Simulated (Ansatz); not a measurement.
**Profile along the La–O line in La2O3 (A-La2O3 type, space group P-3m1)**

La$_{2}$O$_{3}$ (A-La2O3 type, space group P-3m1)

```
La2O3
1.0
    3.94027     0.00000     0.00000
   -1.97014     3.41238     0.00000
    0.00000     0.00000     6.18799
La O
2 3
Cartesian
  0.00000   2.27492   1.53082
  1.97014   1.13746   4.65716
  0.00000   0.00000   0.00000
  0.00000   2.27492   3.99299
  1.97014   1.13746   2.19499
```

Fields along a shortest La–O line of a (1 -1 0 0) plane (2.46 Å), from La to O, interpolated on the slice's grid (step about 0.2 Å). Level of theory: PBE (plane waves to 420 eV, PAW, scalar-relativistic; Ansatz, a first-principles code). k mesh 10×10×6. These are valence fields of a PAW run, semicore shells included where kept as valence: close to a nucleus they are smooth pseudo fields. La2O3 is run without spin polarisation. La2O3 was relaxed with its symmetry unable to fall.

```json
[
 {"distance from La (Å)": "0.00", "valence electron density (e/Å³)": "1.37", "electron localisation function": "x"},
 {"distance from La (Å)": "0.25", "valence electron density (e/Å³)": "1.45", "electron localisation function": "x"},
 {"distance from La (Å)": "0.49", "valence electron density (e/Å³)": "1.69", "electron localisation function": "x"},
 {"distance from La (Å)": "0.74", "valence electron density (e/Å³)": "1.52", "electron localisation function": "0.84"},
 {"distance from La (Å)": "0.98", "valence electron density (e/Å³)": "0.84", "electron localisation function": "0.73"},
 {"distance from La (Å)": "1.23", "valence electron density (e/Å³)": "0.42", "electron localisation function": "0.24"},
 {"distance from La (Å)": "1.48", "valence electron density (e/Å³)": "0.44", "electron localisation function": "0.35"},
 {"distance from La (Å)": "1.72", "valence electron density (e/Å³)": "1.03", "electron localisation function": "0.77"},
 {"distance from La (Å)": "1.97", "valence electron density (e/Å³)": "3.13", "electron localisation function": "x"},
 {"distance from La (Å)": "2.21", "valence electron density (e/Å³)": "6.38", "electron localisation function": "x"},
 {"distance from La (Å)": "2.46", "valence electron density (e/Å³)": "7.62", "electron localisation function": "x"}
]
```

x: too close to a nucleus for the ELF to mean much.

Density on the La–O line (2.46 Å) at its density minimum, 1.4 Å from La: 0.37 e/Å³. ELF at that point: 0.19.
